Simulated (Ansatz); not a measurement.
WSSe (Janus 2H monolayer): a single-point calculation in the plane-wave code Ansatz (HSE06). The cell was relaxed with r2SCAN and then strained, so it isn't that functional's minimum.

Input (YAML):
```yaml
crystal:
  lattice:
    - [3.2467166458, 0.0, 0.0]
    - [-1.6233583229, 2.8117390941, 0.0]
    - [0.0, 0.0, 31.03517308]
  atoms:
    - { symbol: W, position: [0.3333333333, 0.6666666667, 0.2918038827] }
    - { symbol: S, position: [0.6666666667, 0.3333333333, 0.3409670555] }
    - { symbol: Se, position: [0.6666666667, 0.3333333333, 0.2372097102] }
  periodic: [true, true, false]
kpoints:
  mp_grid: { grid: [6, 6, 1] }
  band_path:
    path: [[0.0, 0.0, 0.0], [0.5, 0.0, 0.0], [0.3333333333, 0.3333333333, 0.0]]
    npoints: 1
hamiltonian:
  xc: hse06
scf:
  occupations: { method: fixed }
  n_extra_bands: 4
output:
  forces: true
  stress: true
  eigenvalues: true
  write_density: true
  write_potential: true
  elf: true
  volumetric_format: npy
```

Run as `ansatz run input.yaml --threads 4 --pin off --max-ram 5529MiB --backend cpu --events-out ev --progress --plain --runs-dir out`. It took 3.2 min on 4 threads of Intel(R) Xeon(R) Processor @ 2.50GHz (Skylake/Cascade Lake) (shared host); peak host memory 3.4 GiB.

The output, standing remarks left out:
```
Functional definition: HSE06
Crystal: 3 atoms, lattice volume = 283.318 Å³
Basis set: ecut = 420 eV, 5647 PW (Γ)
Bands: 22, of which v1, the nominal top of the filled ones, is band 18 counted from 1 (17 counted from 0)
Symmetry: 6 space group operations
Space group: P3m1 (ITA 156)
k-points: 7 of 36 (time reversal used)
[warm-up without exact exchange]
SCF 1 stopped early in 5 iterations: F = -16758.009146 eV  dr2 = 2.50e-4
[exact exchange on]
Exchange kernel: α = 0.2500, screened, ω = 0.2079 Å⁻¹, Wigner–Seitz truncation, v(0) = 1044.9317 eV·Å³, q-mesh 6×6×1
SCF 2 stopped early in 7 iterations: F = -16761.004401 eV  dr2 = 2.69e-6
hybrid outer 1: dexx = +8.667e-3 eV, tail = 5.78e-5 eV
SCF 3 converged in 6 iterations: F = -16761.004525 eV  dr2 = 1.10e-10
hybrid outer 2: dexx = +4.548e-7 eV, tail = 1.79e-8 eV, Δε = 3.10e-3 eV, ΔF = 1.46e-2 eV/Å
SCF 4 converged in 3 iterations: F = -16761.004525 eV  dr2 = 3.59e-11
hybrid outer 3: dexx = +2.129e-10 eV, tail = 8.31e-11 eV, Δε = 4.69e-5 eV, ΔF = 1.53e-4 eV/Å
hybrid SCF converged: 3 outer / 16 inner (+5 warm-up)
Free energy (F): -16761.004525 eV
Fermi energy:    -5.838261 eV
--- Per-component energies (eV) ---
  E_band       = -1231.250623
  E_kinetic    = 674.443352
  E_local      = -83880.135309
  E_nonlocal   = -566.246219
  E_hartree    = 41480.057228
  E_xc         = -374.360104
  E_vxc        = -338.876987
  E_exx        = -120.225098
  E_paw        = -11048.449590
  E_vpaw       = 159.900987
  E_ewald      = 37077.999053
  E_core_change = -4.087167
--- Forces (eV/Å), atoms counted from 1 ---
  atom   1  W       0.00000      0.00000    -0.01681
  atom   2  S       0.00000      0.00000    -0.17860
  atom   3  Se      0.00000      0.00000      0.19540
--- 2D stress c σ (N/m, compression-positive) ---
       -1.761209       0.000000       0.000000
        0.000000      -1.761209       0.000000
        0.000000       0.000000       0.000000
  P = ½ c Tr σ = -1.7612 N/m
--- Band table (eV; the first three rows and the last of 7) ---
  k-point 0: bands = […, -9.0130, -9.0130, -8.3544, -7.3530, -7.3530, -5.8905, -2.2087, -2.2087, -1.9577, -1.9577]
  k-point 1: bands = […, -10.1106, -9.1689, -8.7412, -7.8359, -7.5003, -6.2469, -2.9794, -2.4338, -2.3546, -1.4528]
  k-point 2: bands = […, -10.9452, -10.7272, -9.1943, -8.0941, -7.4637, -7.1424, -2.8785, -2.7616, -1.5303, -0.5663]
  k-point 6: bands = […, -11.8208, -10.8055, -10.2026, -9.5508, -8.5258, -5.8383, -3.6852, -1.9391, -1.2415, 0.4004]
```

The rows of the band table are 0: (0, 0, 0) = Γ, 1: (0, 1/6, 0), 2: (0, 1/3, 0), 6: (1/3, 1/3, 0) = K.

The file bands.tsv (bands near the Fermi energy, numbered from 0, rounded):
```tsv
# k_distance	band_13	band_14	band_15	band_16	band_17	band_18	band_19	band_20	band_21
# fermi_ev = -5.838261
# [0, 0, 0] at k_distance = 0.000000
# [0.5, 0, 0] at k_distance = 1.117313
# [0.3333333333, 0.3333333333, 0] at k_distance = 1.762394
# levels_relative_to = fermi_ev
0.000	-3.175	-2.516	-1.515	-1.515	-0.052	3.630	3.630	3.881	3.881
1.117	-4.855	-3.703	-2.452	-1.289	-1.098	3.287	3.676	4.658	5.519
1.762	-4.967	-4.364	-3.712	-2.688	0.000	2.153	3.899	4.597	6.239
```
In order the rows are Γ, M, K.

Planar averages along the third cell vector, from rho_z.tsv and v_z.tsv (valence density with its augmentation; electrostatic potential energy of an electron):
```tsv
z (Å)	ρ (e/Å³)	v_es (eV)
1.29	0.0000	-0.37
3.59	0.0000	-0.37
4.02	0.0001	-0.37
4.60	0.0007	-0.38
5.03	0.0024	-0.42
5.60	0.0141	-0.64
6.03	0.0530	-1.39
6.61	0.2509	-6.43
7.18	1.7099	-10.26
7.62	1.4390	-10.78
8.19	0.4706	-11.61
8.62	0.8806	-17.98
9.20	1.1488	-21.89
9.63	0.7337	-15.64
10.20	0.4996	-12.95
10.63	0.4211	-12.71
11.21	0.2796	-6.51
11.78	0.0626	-0.73
12.21	0.0157	0.09
12.79	0.0025	0.33
13.22	0.0006	0.36
13.79	0.0001	0.37
14.22	0.0000	0.37
15.23	0.0000	0.37
```

HSE06 gives a direct gap of 2.15 eV at K. Edges are sought over the mesh and the listed points. With the atoms held, the mean in-plane stress is -1.8 N/m (compression positive). The stress of a hybrid is loosely converged here. The largest force is 0.20 eV/Å.

Values at 0 K without nuclear motion; spin polarisation is off, and the phase may be a hypothetical one.

No spin-orbit coupling is included; it can move band edges with weight on the heavy atoms by tenths of an eV.

The meshes of the hybrids are coarse, so their gaps aren't converged to the digits shown.
